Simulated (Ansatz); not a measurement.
SiGe:
```
CELL_PARAMETERS angstrom
      3.90074     0.00000     0.00000
     -1.95037     3.37814     0.00000
      0.00000     0.00000     6.44222
ATOMIC_POSITIONS crystal
  Si 0.66667 0.33333 0.87456
  Si 0.33333 0.66667 0.37456
  Ge 0.66667 0.33333 0.50044
  Ge 0.33333 0.66667 0.00044
```

PBEsol in the plane-wave PAW code Ansatz gives a gap of 0.35 eV without spin–orbit coupling, maximum at Γ, minimum at M.

Q: What happens when spin–orbit coupling is switched on?

A: The gap shrinks by 0.07 eV, to 0.28 eV; maximum at Γ, minimum at M.

Q: Give the electron effective mass with spin–orbit coupling.

A: 0.11, 1.2, 1.2 mₑ (principal values).

Q: Give the hole effective mass with spin–orbit coupling.

A: 0.12, 0.12, 0.51 mₑ (principal values).

Space group P6_3mc (wurtzite). The first step of the workflow began from a Materials Project structure, measured or hypothetical; the Crystallography Open Database copy checked does not list it. Its standing as an ambient phase is unchecked. The cell was relaxed with PBEsol under the symmetry of its start; its stability against distortions is not shown here.

Potentials: the earlier of the program's two PAW sets. The files were generated under PBE; for other functionals the program regenerates the frozen cores, and for LDA and PBEsol the local potential too.
